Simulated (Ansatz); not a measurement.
GePd (CsCl type, space group No. 221), DFT-PBE in the program Ansatz with PAW potentials, all energies at zero smearing, with the estimated change up to a 700 eV cutoff added, with one set of potentials and settings (totals compare only within such a set). Cell of 2 atoms (1 Pd, 1 Ge): -11268.398 eV.

```tsv
element	reference phase	E (eV/atom)
Pd	Fm-3m, 1 atoms in the cell	-6972.9107
Ge	Fd-3m, 2 atoms in the cell	-4294.9907
```

Formation energy per atom, worked out: (-11268.398 − 1×(-6972.9107) − 1×(-4294.9907))/2 = -0.248 eV/atom (-24 kJ per mol of atoms), at 0 K, without zero-point energy or fitted corrections.

Space group Pm-3m (CsCl type). A made-up cell: these elements were put on the sites of a structure type; neither database checked (COD, Materials Project) lists it. COD files the formula under space group No. 62, so this cell is another polymorph or a model. Whether it is the stable phase at ambient conditions was not checked. The cell was relaxed with PBE under the symmetry of its start; its stability against distortions is not shown here. No spin polarisation was allowed. The references are the lowest solids computed at this level, not always the standard phases.

Potentials: the earlier of the program's two PAW sets.
